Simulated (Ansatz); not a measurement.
**From three elastic constants to directional properties of PIr$_{2}$**

All numbers below come from Ansatz 0.2.0, DFT LDA, scalar-relativistic, plane waves, PAW. Settings: 420 eV plane-wave cutoff, Γ-centred 14×14×14 mesh, Fermi-Dirac smearing of 0.15 eV. No spin polarisation.

Relaxed structure:
```
P Ir
1.0
     0.00000    2.75323    2.75323
     2.75323    0.00000    2.75323
     2.75323    2.75323    0.00000
P Ir
1 2
Direct
  0.00000 0.00000 0.00000
  0.25000 0.25000 0.25000
  0.75000 0.75000 0.75000
```

In a metal, frequencies and elastic constants depend on the k mesh and the smearing, soft modes and shear constants most. Spin–orbit coupling is left out, which can shift energies with elements as heavy as these.

With ions relaxed, on the cubic axes: C11 = 645.1, C12 = 152.1, C44 = 55.0 GPa. The density is 16.526 g/cm³. Zone-centre modes weren't checked beside this run.

Question: Is the crystal stable against strain, and how anisotropic is it?

Answer: Born's conditions hold: C11 + 2C12 = 949.3, C11 − C12 = 493.1 and C44 = 55.0 GPa are all positive. B = (C11 + 2C12)/3 = 316.4 GPa. The two shear moduli are C44 and C′ = (C11 − C12)/2 = 246.5 GPa, so Zener's ratio is A = C44/C′ = 0.22: the shear C44 is the soft one, as in NaCl, KCl, the halide perovskites and the bcc metals V, Nb, Cr and Mo. The Cauchy pressure C12 − C44 is 97.1 GPa; it would vanish for pair forces between atoms on inversion centres at zero pressure, and a positive value is usual with metallic or many-body binding, and where atoms off inversion centres relax under shear, which lowers C44.

Question: Give the sound speeds along the three symmetry directions.

Answer: The Christoffel equation gives ρv² for each branch:
```tsv
direction	branch	ρv²	GPa	v (m/s)
[100]	L	C11	645.1	6248
[100]	T (×2)	C44	55.0	1824
[110]	L	(C11 + C12 + 2C44)/2	453.6	5239
[110]	T, u ∥ [001]	C44	55.0	1824
[110]	T, u ∥ [1-10]	(C11 − C12)/2	246.5	3862
[111]	L	(C11 + 2C12 + 4C44)/3	389.7	4856
[111]	T (×2)	(C11 − C12 + C44)/3	182.7	3325
```

Question: How does Young's modulus depend on direction?

Answer: Inverting gives S11 = 1.703, S12 = -0.325, S44 = 18.195 TPa⁻¹. Along a unit vector (l, m, n), 1/E = S11 − 2(S11 − S12 − S44/2)(l²m² + m²n² + n²l²), where the last bracket is 0, 1/4 and 1/3 for [100], [110] and [111]: E = 587, 191 and 156 GPa. With A < 1 the cube edge is stiffest. For a film on (001), the biaxial modulus is C11 + C12 − 2C12²/C11 = 726 GPa and the normal strain is −2C12/C11 = -0.47 times the in-plane one.

Cost: 1 run of about 2.9 core-minutes, on Arm Neoverse V2 (shared hosts).